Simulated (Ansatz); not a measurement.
The relaxed structure here is a generated cell of Hf: the first start was made by placing the elements on the sites of a structure type, and the end was not matched to a known phase here, so it may be hypothetical. Known forms of Hf include space group No. 194.

A relaxed cell of Hf (I4₁/amd (No. 141)), relaxed on a k-mesh at least as fine as the one used below. All values below come from PBEsol (plane waves to 420 eV, PAW, scalar-relativistic; Ansatz, a quantum-chemistry and plane-wave program). Γ-centred k-mesh 6×12×9 on the run's cell (coarser than for final values), Fermi–Dirac smearing 0.05 eV.

```xyz
4
Lattice="-5.4712 5.4712 2.9666 2.7356 -2.7356 1.4833 2.7356 2.7356 -1.4833" Properties=species:S:1:pos:R:3 pbc="T T T"
Hf     0.0000     2.7356     0.7417
Hf    -2.7356     5.4712     2.2250
Hf     0.0000     0.0000     0.0000
Hf    -2.7356     2.7356     1.4833
```

The atoms are displaced by (Å):

```
atom      ux      uy      uz
----  ------  ------  ------
Hf1    0.099   0.033  -0.008
Hf2    0.013   0.019  -0.032
Hf3   -0.013  -0.029   0.111
Hf4    0.200   0.039   0.025
```

What forces (eV/Å) and pressure result?


```csv
atom,Fx,Fy,Fz
Hf1,1.06,-0.14,-0.42
Hf2,-0.37,-0.31,0.06
Hf3,0.03,0.50,-0.45
Hf4,-0.72,-0.04,0.81
```

Pressure +0.3 GPa.

The undisplaced cell is probably no minimum: from this displacement the run went on to Fm-3m (No. 225), 0.58 eV/atom below it.

No spin polarisation in the result.
